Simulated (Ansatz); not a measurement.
**Symmetry broken, then relaxed in Cu**

Theory: DFT PBEsol, scalar-relativistic, plane waves, PAW (Ansatz 0.2.0). Cutoff 420 eV, Γ-centred 18×18×8 k-points, Gaussian smearing of 0.15 eV. No spin polarisation. Energies are free energies at this smearing, counted from the undisturbed cell; pressure is positive in compression.

Zero of the scan (relaxed at this level; this form isn't the usual structure):

```
Cu
1.0
     2.52059    0.00000    0.00000
    -1.26030    2.18290    0.00000
     0.00000    0.00000    4.11652
Cu
2
Direct
  0.33333 0.66667 0.25000
  0.66667 0.33333 0.75000
```

The atoms are displaced (Å, in the unstrained cell):

| atom | ux | uy | uz |
| --- | --- | --- | --- |
| Cu1 | 0.073 | -0.129 | 0.025 |
| Cu2 | -0.073 | 0.129 | -0.025 |

Cell and atoms are then relaxed.

Question: Does the relaxation return to the undisturbed structure?

Answer: Yes (up to a choice of domain or origin): same space group and volume, and an energy 0.0 meV/atom from it. The disturbance itself cost 37.3 meV/atom. The final space group reads P6_3/mmc (tolerance 0.05 Å) and the volume changes by -0.02 %.

Final structure:

```yaml
crystal:
  lattice:
    - [2.52150, 0.00011, 0.00000]
    - [-1.26065, 2.18293, 0.00000]
    - [0.00000, 0.00001, 4.11424]
  atoms:
    - { symbol: Cu, position: [0.33322, 0.66650, 0.25000] }
    - { symbol: Cu, position: [0.66678, 0.33350, 0.75000] }
```

The relaxation, step by step (energy from the first step; small jumps at an unchanged geometry come where the plane waves are selected anew for the new cell):

| step | ΔE (meV/atom) | largest force component (eV/Å) | pressure (GPa) |
| --- | --- | --- | --- |
| 1 | 0.0 | 0.464 | 1.57 |
| 2 | -15.8 | 0.294 | 0.97 |
| 3 | -37.1 | 0.005 | 0.05 |
| 4 | -37.3 | 0.001 | -0.04 |
| 5 | -37.3 | 0.000 | 0.02 |
| 6 | -37.3 | 0.000 | 0.02 |

Cost: 3 runs of about 3.2 core-minutes in all, on AMD EPYC 7R43 (Zen 3) (shared hosts).